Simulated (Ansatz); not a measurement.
The relaxed structure here is a generated cell of TiAl: the first start was made by a random draw of sites in a space group, and the end was not matched to a known phase here, so it may be hypothetical. Known forms of TiAl include space group No. 123.

One stationary structure of TiAl. Space group Fm-3m (No. 225), rock salt type. These are PBEsol (plane waves to 420 eV, PAW, scalar-relativistic; Ansatz, a first-principles code) values and carry that method's errors.

Space group Fm-3m (No. 225); a = b = c = 5.233 Å, α = β = γ = 90.00°

```json
[
 {"atom": "Al", "site": "4b", "symmetry": "m-3m", "x": "0.5000", "y": "0.5000", "z": "0.5000"},
 {"atom": "Ti", "site": "4a", "symmetry": "m-3m", "x": "0.0000", "y": "0.0000", "z": "0.0000"}
]
```
(The calculation used a cell of 2 atoms; values per cell refer to that cell.)

```json
{
  "volume_per_atom": "17.91 Å³",
  "band_gap": "no gap (metallic)",
  "shortest_distances": "Al–Ti 2.62 Å",
  "k-mesh": "15×15×15"
}
```

No spin polarisation in the result.

The run could not lose the symmetry of its start, so the end can be a saddle point.

All atoms sit on sites fixed by symmetry, so only the cell could relax.
